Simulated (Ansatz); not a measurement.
C in space group P4_2/mmc (No. 131; C on 2e, C on 4i) under volume change, the program Ansatz at the PBEsol level (PAW), shape and atoms relaxed at each volume.

```csv
V (Å³/atom),E − E(relaxed) (meV/atom),P (GPa)
6.036,64.3,37.17
6.235,[?],[?]
6.434,6.5,10.66
6.633,0.0,0.00
6.832,5.9,-9.28
7.031,[?],[?]
7.230,48.8,-24.42
```

Problem. Fill in the missing entries.

Solution. 
- 7.031, E − E(relaxed) (meV/atom): 22.6
- 7.031, P (GPa): -17.49
- 6.235, E − E(relaxed) (meV/atom): 27.2
- 6.235, P (GPa): 22.96

Problem. What does a third-order Birch–Murnaghan fit give for V₀, B₀ and B′?

Solution. V₀ = 6.63 Å³/atom, B₀ = 332 GPa, B′ = 3.7.

The start of the workflow was typed in or built on a structure type; neither database checked (COD, Materials Project) lists it. It is not the phase usual at ambient conditions (space group No. 194, 227). The PBEsol relaxation kept the symmetry of its start; of distortions, only those at the zone centre were tested.

Potentials: the earlier of the program's two PAW sets.
